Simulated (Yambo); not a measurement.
## SiSe₂: sweep of GW parameters

G0W0@PBEsol for SiSe$_{2}$ (space group Ibam, No. 72) in Yambo. Reference settings: 2×2×2 Γ-centred k mesh, bands 21 to 268 and a 7 Ry block in the screening, 268 bands in G with the Bruneval-Gonze terminator, plasmon pole fitted at 27.2 eV. The PBEsol gap (-0.5, 0.5, 0) → (-0.5, -0.5, -0.5) on this mesh is 1.52 eV; G0W0 gaps are taken between the same points.

```json
[
 {"change from the reference": "reference settings", "G0W0 gap (-0.5, 0.5, 0) → (-0.5, -0.5, -0.5) (eV)": "3.16", "shift of the valence edge (eV)": "-1.38", "rough Yambo cost": "1"},
 {"change from the reference": "105 bands in W, 105 bands in G", "G0W0 gap (-0.5, 0.5, 0) → (-0.5, -0.5, -0.5) (eV)": "3.18", "shift of the valence edge (eV)": "-1.16", "rough Yambo cost": "about 1/4"},
 {"change from the reference": "175 bands in W, 175 bands in G", "G0W0 gap (-0.5, 0.5, 0) → (-0.5, -0.5, -0.5) (eV)": "3.16", "shift of the valence edge (eV)": "-1.31", "rough Yambo cost": "about 1/2"},
 {"change from the reference": "175 bands in G", "G0W0 gap (-0.5, 0.5, 0) → (-0.5, -0.5, -0.5) (eV)": "3.16", "shift of the valence edge (eV)": "-1.36", "rough Yambo cost": "–"},
 {"change from the reference": "105 bands in G", "G0W0 gap (-0.5, 0.5, 0) → (-0.5, -0.5, -0.5) (eV)": "3.16", "shift of the valence edge (eV)": "-1.31", "rough Yambo cost": "–"},
 {"change from the reference": "128 bands in W", "G0W0 gap (-0.5, 0.5, 0) → (-0.5, -0.5, -0.5) (eV)": "3.16", "shift of the valence edge (eV)": "-1.26", "rough Yambo cost": "about 1/2"},
 {"change from the reference": "2 Ry block", "G0W0 gap (-0.5, 0.5, 0) → (-0.5, -0.5, -0.5) (eV)": "3.10", "shift of the valence edge (eV)": "-1.14", "rough Yambo cost": "within a factor of two"},
 {"change from the reference": "3 Ry block", "G0W0 gap (-0.5, 0.5, 0) → (-0.5, -0.5, -0.5) (eV)": "3.09", "shift of the valence edge (eV)": "-1.19", "rough Yambo cost": "within a factor of two"},
 {"change from the reference": "6 Ry block", "G0W0 gap (-0.5, 0.5, 0) → (-0.5, -0.5, -0.5) (eV)": "3.15", "shift of the valence edge (eV)": "-1.35", "rough Yambo cost": "within a factor of two"},
 {"change from the reference": "pole fitted at 40 eV", "G0W0 gap (-0.5, 0.5, 0) → (-0.5, -0.5, -0.5) (eV)": "3.17", "shift of the valence edge (eV)": "-1.42", "rough Yambo cost": "–"},
 {"change from the reference": "no random integration", "G0W0 gap (-0.5, 0.5, 0) → (-0.5, -0.5, -0.5) (eV)": "3.11", "shift of the valence edge (eV)": "-1.14", "rough Yambo cost": "–"},
 {"change from the reference": "105 bands in G, no terminator", "G0W0 gap (-0.5, 0.5, 0) → (-0.5, -0.5, -0.5) (eV)": "3.12", "shift of the valence edge (eV)": "-0.97", "rough Yambo cost": "–"},
 {"change from the reference": "175 bands in G, no terminator", "G0W0 gap (-0.5, 0.5, 0) → (-0.5, -0.5, -0.5) (eV)": "3.15", "shift of the valence edge (eV)": "-1.21", "rough Yambo cost": "–"},
 {"change from the reference": "no terminator", "G0W0 gap (-0.5, 0.5, 0) → (-0.5, -0.5, -0.5) (eV)": "3.16", "shift of the valence edge (eV)": "-1.32", "rough Yambo cost": "–"}
]
```

The reference isn't shown to be the converged limit. Costs are rough (shared machines), scaled to the same edge states, and given only for runs that recompute the screening. The mesh misses a band edge: along a dense path the PBEsol gap is 1.41 eV against 1.52 eV on the mesh.

Spin-orbit splittings are left out.

The standard potential for Se keeps a d shell in the valence without the s and p states of that shell. In tests on such compounds this moved G0W0 gaps by up to about 0.9 eV, so absolute quasiparticle energies here are unreliable; differences between settings are what counts.

Geometry relaxed with PBE+D3(BJ); primitive cell a = b = c = 6.276 Å, α = 124.02°, β = 82.77°, γ = 124.50°.

A shift is the quasiparticle energy of the state minus its PBEsol energy.
